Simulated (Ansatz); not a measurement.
# Debugging a calculation of In3Se

The input below was meant for crystalline In3Se, with PBE, plane waves and PAW in Ansatz. Its settings were carried over from an input for a code that works in rydberg.

```yaml
crystal:
  lattice:
    - [4.803758, 0.0, 0.0]
    - [0.0, 4.803758, 0.0]
    - [0.0, 0.0, 4.803758]
  atoms:
    - { symbol: In, position: [0.0, 0.5, 0.5] }
    - { symbol: In, position: [0.5, 0.0, 0.5] }
    - { symbol: In, position: [0.5, 0.5, 0.0] }
    - { symbol: Se, position: [0.0, 0.0, 0.0] }
basis:
  ecutwfc: 25
kpoints:
  mp_grid: { grid: [10, 10, 10] }
hamiltonian:
  xc: pbe
scf:
  occupations: { method: gaussian, width: 0.1 }
  max_iter: 66
output:
  forces: true
  stress: true
  eigenvalues: true
```

Command:

```bash
ansatz run input.yaml --threads 1 --pin off --max-ram 2560MiB --backend cpu --events-out ev --progress --plain --runs-dir out
```

From the log:

```text
Error: inconsistent input (basis.ecutwfc, kpoints): the smallest per-k basis holds n_pw = 27 plane waves (k-point 0, counted from 0 among those solved) but the deck needs at least 29 band(s) per channel, and no run solves more bands than the smallest per-k basis has plane waves; raise basis.ecutwfc until the smallest per-k basis, which caps the automatic band count, holds at least 29 plane waves
```

Question: Which fault does the input hold?
A. A functional's name that the program doesn't know
B. Too few SCF iterations allowed
C. Starting moments without spin polarisation
D. A cutoff meant in rydberg typed as eV
E. One k-point for a metal

Answer: D. A bare number is read in eV; 1 Ry is 13.606 eV. The cure is a cutoff in eV, here the recommended one.

The change to the input (which also takes the iteration limit of the reference run):

```diff
 basis:
-  ecutwfc: 25
+  ecutwfc: 420
 scf:
-  max_iter: 66
```

The mended run converges, with a pressure of -0.32 GPa, no gap.

The mended run took 38 s on 1 thread of Intel(R) Xeon(R) Processor @ 2.50GHz (Skylake/Cascade Lake), with other jobs on the host, peak memory 0.46 GiB.